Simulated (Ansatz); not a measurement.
Input:

CuI2:
```cif
data_CuI2
_chemical_formula_sum 'Cu1 I2'
_space_group_name_H-M_alt 'P4/mmm'
_space_group_IT_number 123
_space_group_name_Hall '-P 4 2'
_cell_length_a 5.18602
_cell_length_b 5.18602
_cell_length_c 4.37562
_cell_angle_alpha 90.000
_cell_angle_beta 90.000
_cell_angle_gamma 90.000
loop_
_atom_site_label
_atom_site_type_symbol
_atom_site_symmetry_multiplicity
_atom_site_Wyckoff_symbol
_atom_site_fract_x
_atom_site_fract_y
_atom_site_fract_z
_atom_site_occupancy
Cu1 Cu 1 a 0.00000 0.00000 0.00000 1
I1 I 2 f 0.00000 0.50000 0.00000 1
```

This is the r²SCAN+D4-relaxed structure.

Problem. All from the program Ansatz at the r²SCAN+D4 level (PAW), unless another level is named. Estimate the bulk modulus (Birch–Murnaghan fit).

Solution. 96 kbar.

Problem. Give the highest zone-centre frequency.

Solution. 192 cm^-1.

The first step of the workflow began from a Materials Project structure, measured or hypothetical; the Crystallography Open Database copy checked does not list it. Whether it is the stable phase at ambient conditions was not checked. The r²SCAN+D4 relaxation kept the symmetry of its start; phonons show weakly imaginary modes. The run is not spin-polarised. As this level gives no gap, phonon frequencies hold no LO–TO term and depend on the k-mesh and smearing (Fermi–Dirac, 0.1 eV here). Spin–orbit coupling is left out wherever it is not named.

Potentials: the later of the program's two PAW sets.
